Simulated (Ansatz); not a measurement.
Input and command of a plane-wave DFT calculation in Ansatz:

```yaml
crystal:
  lattice:
    - [-3.185183707, 3.185183707, 3.3822053796]
    - [3.185183707, -3.185183707, 3.3822053796]
    - [3.185183707, 3.185183707, -3.3822053796]
  atoms:
    - { symbol: Si, position: [0.2044837085, 0.2044837085, 0.2044837085] }
    - { symbol: Si, position: [0.5, 0.0, 0.2955162915] }
    - { symbol: Si, position: [0.2955162915, 0.5, 0.0] }
    - { symbol: Si, position: [0.0, 0.2955162915, 0.5] }
    - { symbol: Si, position: [0.7955162915, 0.7955162915, 0.7955162915] }
    - { symbol: Si, position: [0.5, 0.0, 0.7044837085] }
    - { symbol: Si, position: [0.7044837085, 0.5, 0.0] }
    - { symbol: Si, position: [0.0, 0.7044837085, 0.5] }
basis:
  ecutwfc: 420
kpoints:
  mp_grid: { grid: [8, 8, 8] }
hamiltonian:
  xc: lda
scf:
  occupations: { method: gaussian, width: 0.15 }
output:
  forces: true
  stress: true
  eigenvalues: true
```

```bash
ansatz run input.yaml --threads 2 --pin off --max-ram 5120MiB --backend cpu --events-out ev --progress --plain --runs-dir out
```

Processor: AMD EPYC (Zen 3), 2 threads, on a host shared with other jobs.

How long does it run, and how much memory does it take?

About 25 s on 2 threads of AMD EPYC (Zen 3) (shared host), peak memory 0.54 GiB. It solves 24 bands at 95 k points (the mesh reduced by the symmetry that the task leaves, which can be less than the crystal's) with about 2691 plane waves, in 6 SCF iterations.
